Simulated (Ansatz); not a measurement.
Space group P-3m1 (No. 164). a = 3.876 Å, b = 3.876 Å, c = 10.412 Å, α = 90.00°, β = 90.00°, γ = 120.00°
```
atom site symmetry x y z
  Ba    2d       3m.  0.6667  0.3333  0.2148
  Sr    1b      -3m.  0.0000  0.0000  0.5000
   N    2d       3m.  0.6667  0.3333  0.6627
```

Equation of state of this Ba$_{2}$SrN$_{2}$ structure (not necessarily the ground state), with shape and atoms relaxed at each volume where symmetry leaves them free. It has no gap at any of these volumes. All numbers below come from DFT r2SCAN, scalar-relativistic, plane waves, PAW in Ansatz.

Cutoff 500 eV; k points 12×12×4 on the computed 5-atom cell (Γ-centred); Gaussian smearing, width 0.10 eV; no spin polarisation.

| V (Å³/atom) | E − E(largest V) (meV/atom) | P (GPa) |
| --- | --- | --- |
| 25.473 | -0.58 | 0.68 |
| 26.286 | -2.60 | 0.26 |
| 27.099 | -2.71 | -0.01 |
| 27.911 | -1.80 | -0.23 |
| 28.724 | 0.00 | -0.41 |

Fit a third-order Birch–Murnaghan equation to E(V).

V0 = 26.79 Å³/atom, B0 = 9 GPa, B0' = 12.3. B0' is unusual or poorly fixed by this range.

Spin-orbit coupling is left out, which matters for the bands of heavy elements.